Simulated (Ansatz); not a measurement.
SiOs in space group P2_13 (No. 198; Si on 4a, Os on 4a) under volume change, the program Ansatz at the r²SCAN level (PAW), shape and atoms relaxed at each volume.

```tsv
V (Å³/atom)	E − E(relaxed) (meV/atom)	P (GPa)
12.251	___	___
12.655	38.4	16.21
13.059	___	___
13.463	0.0	0.00
13.867	8.0	-6.09
14.270	30.1	-11.28
14.674	64.2	-15.59
```

Complete the blanks.


- 13.059, E − E(relaxed) (meV/atom): 9.0
- 13.059, P (GPa): 7.41
- 12.251, E − E(relaxed) (meV/atom): 92.7
- 12.251, P (GPa): 27.15

What does a third-order Birch–Murnaghan fit give for V₀, B₀ and B′?

V₀ = 13.46 Å³/atom, B₀ = 225 GPa, B′ = 5.2.

The first step of the workflow began from a Materials Project structure, measured or hypothetical; the Crystallography Open Database files this formula in space group No. 198, but the cells were not matched. Whether it is the stable phase at ambient conditions was not checked. The r²SCAN relaxation kept the symmetry of its start; its stability against distortions is not shown here. The run is not spin-polarised. Scalar-relativistic: spin–orbit coupling is off unless named, which matters more the heavier the elements.

Potentials: the later of the program's two PAW sets.
